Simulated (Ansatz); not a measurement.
**Question.** In (body-centred tetragonal, I4/mmm) is relaxed with the program Ansatz at the PBE+D3(BJ) level (PAW). What lattice parameters of the conventional cell result?

**Answer.** a = 3.394 Å, c = 4.525 Å.

Its axis ratio c/a = 1.33 departs by over 6 % from that of the usual cell of this phase: another minimum, or an error of the functional. The PBE+D3(BJ) relaxation kept the symmetry of its start; its stability against distortions is not shown here. The pairwise dispersion correction was not fitted to metals. Axis ratios of metals converge slowly with the k-mesh, so a and c are less sure than the volume.

Potentials: the earlier of the program's two PAW sets.
